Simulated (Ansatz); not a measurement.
V2O5:
```yaml
crystal:
  lattice:
    - [6.27235, 0.00000, 0.00000]
    - [0.00000, 3.53289, 0.00000]
    - [-0.04282, 0.00000, 7.13330]
  atoms:
    - { symbol: V, position: [0.74230, 0.25000, 0.72130] }
    - { symbol: V, position: [0.25770, 0.75000, 0.27870] }
    - { symbol: V, position: [0.19566, 0.25000, 0.90059] }
    - { symbol: V, position: [0.80434, 0.75000, 0.09941] }
    - { symbol: O, position: [0.73891, 0.75000, 0.80675] }
    - { symbol: O, position: [0.26109, 0.25000, 0.19325] }
    - { symbol: O, position: [0.03677, 0.25000, 0.70238] }
    - { symbol: O, position: [0.96323, 0.75000, 0.29762] }
    - { symbol: O, position: [0.43907, 0.25000, 0.82441] }
    - { symbol: O, position: [0.56093, 0.75000, 0.17559] }
    - { symbol: O, position: [0.14659, 0.75000, 0.96746] }
    - { symbol: O, position: [0.85341, 0.25000, 0.03254] }
    - { symbol: O, position: [0.67849, 0.25000, 0.50971] }
    - { symbol: O, position: [0.32151, 0.75000, 0.49029] }
```

Relaxed with r²SCAN+D4.

Task: Map the electron localisation function on the plane through (0.742, 0.250, 0.721) spanned by u = [1, 0, 0] and v = [0, 0, 1] in lattice vectors, from r²SCAN+D4 in the plane-wave PAW code Ansatz.

Result: x is the fraction of u, y of v (the angle between them is 90°; rows are the nearest grid lines); atoms in the plane: V at (0.00, 0.00), V at (0.45, 0.18), O at (0.52, 0.47), O at (0.29, 0.98), O at (0.70, 0.10), O at (0.11, 0.31), O at (0.94, 0.79).
```
|#%%*:=@%+-+%@%=. :*%%@@%#- -%@%#|
|%%#=.=@@%#%@@%*.  .:-=-.   .=*#%|
|++=. =%@@@@@@%+.         .:::-=+|
|#*=: .-#%@@%#=.         -#%@%%%#|
|%%#=. .-*##*=.         .+%@@#*#%|
|%@%*:                  :*%@%*-+%|
|@@%*:                  .*%@@%#%@|
|@%*:                    -*%@@@@@|
|+:          .::--::.     .-+*#*+|
|.           :=****+=:      .:::.|
|           -*%@@@@@%#=.         |
|          .=#@@%%%@@%+:         |
|.-===:.   .+%@%+:=%@%*:        .|
|=*###*=:   =%@%*=*%@%*:       .=|
|%@@@@@%#=  .+%@@@@@%*-       :+%|
|%@%%%@@%*.  :+#%@%%*=.       -*%|
|@@*--#@@#:   ....           .=#@|
|%@@@@@@%= .=#%%%#=..-+*+=.   :*%|
|#%@@@@%*: :#%%%%%*::*%%%#+.  .=#|
| .:--:.   :#%%#%%+-*@%%@@%*:    |
|.      ...:+#%%%#==%%**%@@#:   .|
|%%*: .+#%%#=:-==::#@#==#@@+.:+#%|
|%@%+.-#%@%@%+:...-#@@%%@@%-.+%%%|
|#%%*:=@%+-+%@%=. :*%%@@%#- -%@%#|
```
Scale: ten equal steps from 0.003 (start of ' ') to 0.877 (end of '@'), in the order ' .:-=+*#%@'; x runs from 0.000 to 1.00, y from 0.000 (bottom) to 1.00 (top).

The density is the valence pseudo-density with augmentation charge, so density and ELF within about 1 Å of a nucleus are not all-electron values.

Space group P2_1/m. The workflow started from a Materials Project entry (that database holds measured and hypothetical structures alike); the Crystallography Open Database copy checked does not list it. COD files the formula under space group No. 31, 59, so this cell is another polymorph or a model. Whether it is the stable phase at ambient conditions was not checked. Symmetry was held in the r²SCAN+D4 relaxation; its stability against distortions is not shown here. No spin polarisation was allowed. No Hubbard U is applied.

Potentials: the later of the program's two PAW sets.
